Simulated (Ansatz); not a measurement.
Relaxed-ion elastic tensor of MgO (wurtzite, P6_3mc) in GPa (Voigt order), DFT-PBEsol in the program Ansatz with PAW potentials; density 2.82 g/cm³, 11.86 Å³ per atom.

```
 190   102  97.4   0.0   0.0   0.0
 102   190  97.4   0.0   0.0   0.0
97.4  97.4   103   0.0   0.0   0.0
 0.0   0.0   0.0  61.2   0.0   0.0
 0.0   0.0   0.0   0.0  61.2   0.0
 0.0   0.0   0.0   0.0   0.0  44.3
```

### Question
Is the crystal mechanically stable?

### Answer
Yes: the smallest eigenvalue of C is 30.7 GPa.

### Question
Work out the Voigt, Reuss and Hill averages.

### Answer
K_V = 120, K_R = 103, K_H = 111; G_V = 45.8, G_R = 35.2, G_H = 40.5 GPa.

### Question
Give Young's modulus, Poisson's ratio, Pugh's ratio and the universal anisotropy index.

### Answer
E = 9KG/(3K + G) = 108 GPa; ν = 0.34; K/G = 2.74 (ductile by the Pugh limit of 1.75); A_U = 5G_V/G_R + K_V/K_R − 6 = 1.67.

### Question
Estimate the sound speeds and the Debye temperature.

### Answer
v_l = √((K + 4G/3)/ρ) = 7650 m/s, v_t = √(G/ρ) = 3790 m/s, mean 4250 m/s; Θ = (h/k)(3n/4πV)^(1/3) v_m = 555 K.

### Question
How much does each axis shrink under pressure?

### Answer
Linear compressibilities β_i = Σ_j S_ij (j = 1 to 3): x 0.52, y 0.52, z 8.7 per TPa.

The workflow started from a Materials Project entry (that database holds measured and hypothetical structures alike); the Crystallography Open Database copy checked does not list it. It is not the phase usual at ambient conditions (space group No. 225). The PBEsol relaxation kept the symmetry of its start; whether a distortion lowers the energy is not shown.

Potentials: the earlier of the program's two PAW sets. The files were generated under PBE; for other functionals the program regenerates the frozen cores, and for LDA and PBEsol the local potential too.
